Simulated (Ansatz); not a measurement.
CsPbCl₃ (cubic perovskite)

Space group Pm-3m (No. 221); a = b = c = 5.6186 Å, α = β = γ = 90.00°

```tsv
atom	site	symmetry	x	y	z
Cs	1a	m-3m	0.0000	0.0000	0.0000
Pb	1b	m-3m	0.5000	0.5000	0.5000
Cl	3c	4/mm.m	0.0000	0.5000	0.5000
```

Grid over V/V₀ and (c/a)/(c/a)₀, subscript 0 meaning the relaxed cell; the conventional c axis lies along z; no internal relaxation.

Computed with PBEsol (plane waves to 420 eV, PAW, scalar-relativistic; Ansatz, a program for electronic structure). k mesh 6×6×6 (Γ-centred), Fermi-Dirac smearing 0.05 eV. Compression counts positive. CsPbCl3 was relaxed with its symmetry unable to fall. Spin-orbit coupling is left out, though Pb is heavy. This is a high-temperature form of CsPbCl3. 

```csv
σzz (GPa),V/V₀ = 0.920,V/V₀ = 0.947,V/V₀ = 0.973,V/V₀ = 1.000,V/V₀ = 1.027,V/V₀ = 1.053,V/V₀ = 1.080
(c/a)/(c/a)₀ = 0.960,4.78,3.56,2.50,___,0.80,0.12,-0.47
(c/a)/(c/a)₀ = 0.973,3.96,2.83,1.85,1.01,0.28,-0.35,-0.89
(c/a)/(c/a)₀ = 0.987,3.22,2.17,1.26,0.48,-0.19,-0.77,-1.27
(c/a)/(c/a)₀ = 1.000,2.54,1.56,0.72,0.00,-0.62,-1.15,___
(c/a)/(c/a)₀ = 1.013,1.93,1.02,0.24,-0.43,-1.00,-1.48,-1.90
(c/a)/(c/a)₀ = 1.027,1.36,0.52,-0.20,-0.81,-1.34,-1.78,-2.16
(c/a)/(c/a)₀ = 1.040,0.85,0.07,-0.59,-1.16,___,-2.05,-2.40
```

Problem. What belongs in the gaps?

Solution. 
- (c/a)/(c/a)₀ = 0.960, V/V₀ = 1.000: 1.59
- (c/a)/(c/a)₀ = 1.000, V/V₀ = 1.080: -1.60
- (c/a)/(c/a)₀ = 1.040, V/V₀ = 1.027: -1.64

(Under strain, the slope of the energy per volume gives the stress and its curvature an elastic modulus.)
